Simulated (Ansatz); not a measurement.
NbSi (NiAs type, P6_3/mmc), PBE in the plane-wave PAW code Ansatz, all energies at zero smearing, with the estimated change up to a 700 eV cutoff added, with one set of potentials and settings (totals compare only within such a set). Cell of 4 atoms (2 Nb, 2 Si): -10377.578 eV.

```
element             reference phase  E (eV/atom)
-------  --------------------------  -----------
Nb       Im-3m, 1 atoms in the cell   -4552.2836
Si       Fd-3m, 2 atoms in the cell    -635.8096
```

Formation energy per atom, worked out: (-10377.578 − 2×(-4552.2836) − 2×(-635.8096))/4 = -0.348 eV/atom (-34 kJ per mol of atoms), at 0 K, without zero-point energy or fitted corrections.

A made-up cell: these elements were put on the sites of a structure type; neither database checked (COD, Materials Project) lists it. Whether it is the stable phase at ambient conditions was not checked. Symmetry was held in the PBE relaxation; its stability against distortions is not shown here. No spin polarisation was allowed. The references are the lowest solids computed at this level, not always the standard phases.

Potentials: the later of the program's two PAW sets.
